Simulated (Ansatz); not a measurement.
NbGa₃:
```
CELL_PARAMETERS angstrom
     -1.88648     1.88648     4.33900
      1.88648    -1.88648     4.33900
      1.88648     1.88648    -4.33900
ATOMIC_POSITIONS crystal
  Ga 0.50000 0.50000 0.00000
  Ga 0.75000 0.25000 0.50000
  Ga 0.25000 0.75000 0.50000
  Nb 0.00000 0.00000 0.00000
```

Relaxed with PBEsol.

Give the Bader charges and basin volumes of the independent atoms, PBEsol (plane waves, PAW; program Ansatz).



| atom | Bader charge (e) | Bader volume (Å³) |
|---|---|---|
| Ga1 | -0.21 | 15.1 |
| Ga2 | -0.18 | 15.3 |
| Nb4 | +0.57 | 16.0 |

Space group I4/mmm. The workflow started from an entry of the Crystallography Open Database (COD, 293 K). Whether it is the stable phase at ambient conditions was not checked. The PBEsol relaxation kept the symmetry of its start; whether a distortion lowers the energy is not shown. No spin polarisation was allowed.

Potentials: the later of the program's two PAW sets.
